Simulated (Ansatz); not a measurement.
As:
```
CELL_PARAMETERS angstrom
      0.00000     3.00059     3.00059
      3.00059     0.00000     3.00059
      3.00059     3.00059     0.00000
ATOMIC_POSITIONS crystal
  As 0.00000 0.00000 0.00000
  As 0.25000 0.25000 0.25000
```

Relaxed with PBEsol. Special points in fractions of this cell's reciprocal vectors: Γ (0.000, 0.000, 0.000); X (0.500, 0.000, 0.500); U (0.625, 0.250, 0.625); K (0.375, 0.375, 0.750); L (0.500, 0.500, 0.500); W (0.500, 0.250, 0.750).

Q: List the band energies nearest the Fermi level at these points for PBEsol with spin–orbit coupling (plane waves, PAW; program Ansatz).

A: In eV from the Fermi level; about four levels below and three above (degenerate sets whole), none deeper than 8.9 eV; points with the same levels are listed once.

```
k                    below                          above
-  -----------------------  -----------------------------
Γ  -1.99 -1.99 -1.99 -1.99  0.50 0.50 0.79 0.79 0.79 0.79
X  -0.66 -0.66 -0.66 -0.66            5.38 5.38 5.38 5.38
U  -3.90 -3.90 -0.55 -0.55            1.59 1.59 3.96 3.96
L  -2.98 -2.98 -2.65 -2.65            1.87 1.87 2.04 2.04
W  -4.71 -4.71 -4.62 -4.62            1.11 1.11 1.32 1.32
```

Space group Fd-3m (diamond). The start of the workflow was typed in or built on a structure type; neither database checked (COD, Materials Project) lists it. It is not the phase usual at ambient conditions (space group No. 166). The cell was relaxed with PBEsol under the symmetry of its start. At this level the phase is mechanically unstable.

Potentials: the later of the program's two PAW sets.
